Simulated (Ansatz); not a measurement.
Theory: DFT, PBEsol, plane waves (420 eV) with PAW, scalar-relativistic (Ansatz). (PAW data from PBE, frozen cores regenerated.)

An element in the bcc structure gives this curve. The cell is scaled uniformly from the relaxed one, with fractional coordinates and shape fixed. Energies are extrapolated to zero smearing, pressures are those at the given smearing. Magnetic state: spin not included.

```
V (Å³/atom)  E − E₀ (meV/atom)  P (GPa)
     16.932               98.1    14.99
     17.701               41.5     9.02
     18.471               10.6     4.24
     19.240                0.1     0.41
     20.010                6.1    -2.68
     20.780               25.3    -5.16
     21.549               55.3    -7.15
```

(1) Which element is it?
A. selenium
B. tantalum
C. gallium
D. arsenic

## Answers

(1) A. Its fit is V₀ = 19.32 Å³/atom, B₀ = 84 GPa, B₀′ = 4.4.
